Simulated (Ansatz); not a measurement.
Property card for MgSc3

All numbers below come from DFT r2SCAN, scalar-relativistic, plane waves, PAW (Ansatz).

Settings: cutoff 500 eV, Γ-centred mesh 15×15×4 on the computed 4-atom cell, Gaussian smearing of 0.10 eV; collinear spin from starting moments 0 0 0.41 0 μB.

The structure is relaxed at this level of theory with its symmetry kept. Whether it is the stable form of this composition wasn't checked.

```
Mg Sc
1.0
     3.26677    0.00000    0.00000
    -1.63339    2.82911    0.00000
     0.00000    0.00000   10.68182
Mg Sc
1 3
Cartesian
  0.0000 0.0000 5.3409
  0.0000 1.8861 8.0628
  0.0000 0.0000 0.0000
  0.0000 1.8861 2.6191
```

| Quantity | Value |
| --- | --- |
| Space group | P-6m2 (No. 187) |
| Volume per atom | 24.68 Å³ |
| Generalised Kohn–Sham band gap | none (metal) |
| Density of states at the Fermi level | 4.95 states/eV per cell |
| Löwdin character within 0.5 eV of the Fermi level | Sc 3d 79 %, unprojected 15 % |
| Total moment | 0.82 μB per cell |
| Site moments (μB; atoms counted from 1 over the whole cell) | Sc (atom 2) 0.09, Sc (atom 3) 0.37, Sc (atom 4) 0.09 |

The state reached may not be the lowest one.

Only this magnetic start was tried.

Cost: 1 run of about 6.3 core-minutes, on Arm Neoverse V1 (shared hosts).